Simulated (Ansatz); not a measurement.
Sn3Te2Se:
```
Sn3Te2Se
1.0
    4.42697     0.00000     0.00000
   -2.21348     3.83387     0.00000
    0.00000     0.00000    10.79263
Sn Te Se
3 2 1
Direct
  0.00000   0.00000   0.50000
  0.33333   0.66667   0.15218
  0.66667   0.33333   0.84782
  0.33333   0.66667   0.67404
  0.66667   0.33333   0.32596
  0.00000   0.00000   0.00000
```

Relaxed with r²SCAN.

Q: Give the Bader charges and basin volumes of the independent atoms, r²SCAN in the plane-wave PAW code Ansatz.

A: 

```csv
atom,Bader charge (e),Bader volume (Å³)
Sn1,+0.70,25.9
Sn2,+0.81,25.2
Te4,-0.70,37.9
Se6,-0.90,31.2
```

Space group P-3m1. The workflow started from a Materials Project entry (that database holds measured and hypothetical structures alike); the Crystallography Open Database copy checked does not list it. Whether it is the stable phase at ambient conditions was not checked. The cell was relaxed with r²SCAN under the symmetry of its start; whether a distortion lowers the energy is not shown. Scalar-relativistic: spin–orbit coupling is off unless named, which matters more the heavier the elements.

Potentials: the later of the program's two PAW sets.
